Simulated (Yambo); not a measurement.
PbI2 (space group P6_3mc, No. 186), G0W0@PBEsol in Yambo with this input:

```
rim_cut
gw0
dyson
el_el_corr
HF_and_locXC
ppa
em1d
RandQpts= 1000000
RandGvec= 1 Ry
EXXRLvcs= 70 Ry
VXCRLvcs= 280 Ry
Chimod= "HARTREE"
% BndsRnXp
 1 | 544 |
%
NGsBlkXp= 6 Ry
% LongDrXp
 1.0 | 1.0 | 1.0 |
%
PPAPntXp= 27.2114 eV
% GbndRnge
 1 | 544 |
%
GTermKind= "BG"
DysSolver= "n"
ExtendOut
```

On a 3×3×1 mesh, with wavefunctions cut at 70 Ry, the gap (Γ → Γ) is 2.239 eV and the valence edge shifts by -0.634 eV.

Q: What happens with this change: 2 Ry block?

A: The gap falls by 0.300 eV, to 1.939 eV; the shift of the valence edge becomes -0.287 eV. Neither run is shown to be the converged limit.

The standard potential for Pb keeps a d shell in the valence without the s and p states of that shell. In tests on such compounds this moved G0W0 gaps by up to about 0.9 eV, so absolute quasiparticle energies here are unreliable; differences between settings are what counts.

Spin-orbit coupling is included.

Geometry of the Materials Project entry, not relaxed at this level; primitive cell a = 4.6178 Å, b = 4.6178 Å, c = 14.5512 Å, α = 90.00°, β = 90.00°, γ = 120.00°.

This is not the ordinary phase of the substance.

A shift is the quasiparticle energy of the state minus its PBEsol energy.
